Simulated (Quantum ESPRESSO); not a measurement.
## Electric field gradients in KZnF3

```xyz
5
Lattice="4.0500 0.0000 0.0000 0.0000 4.0500 0.0000 0.0000 0.0000 4.0500" Properties=species:S:1:pos:R:3 pbc="T T T"
K      0.0000     0.0000     0.0000
Zn     2.0250     2.0250     2.0250
F      2.0250     2.0250     0.0000
F      0.0000     2.0250     2.0250
F      2.0250     0.0000     2.0250
```
The cell was made here from an entry of the Crystallography Open Database (unchecked): atoms relaxed with PBE in the measured cell (PBE without dispersion, pw.x of a modified build of Quantum ESPRESSO, symmetry kept).  Stability against distortions was not tested.

Computed: field gradients by a PBE PAW density (pw.x of Quantum ESPRESSO, JTH datasets) with the all-electron reconstruction of Petrilli and co-workers, 22.5 Ha, k-mesh 6×6×6 through Γ.

| site | site symmetry | Vzz (10²¹ V/m²) | η_Q | ∣C_Q∣ (MHz) |
|---|---|---|---|---|
| K (atom 1) | m-3m | 0 | – | 0 (³⁹K) |
| Zn (atom 2) | m-3m | 0 | – | 0 (⁶⁷Zn) |
| F (atoms 3, 4, 5) | 4/mmm | 10.09 | 0.00 | – |

Quadrupole moments taken as inputs (sizes, barn, from the tables of PySCF and pymatgen): ³⁹K 0.0585, ⁶⁷Zn 0.15.

Convention: |Vzz| is the largest principal value, η_Q = (Vxx − Vyy)/Vzz, |C_Q| = |eQVzz/h|. Cores are frozen. Against all-electron runs on small test molecules, this scheme's |Vzz| missed by −6 to +4 % (−29 % in KF) on F.
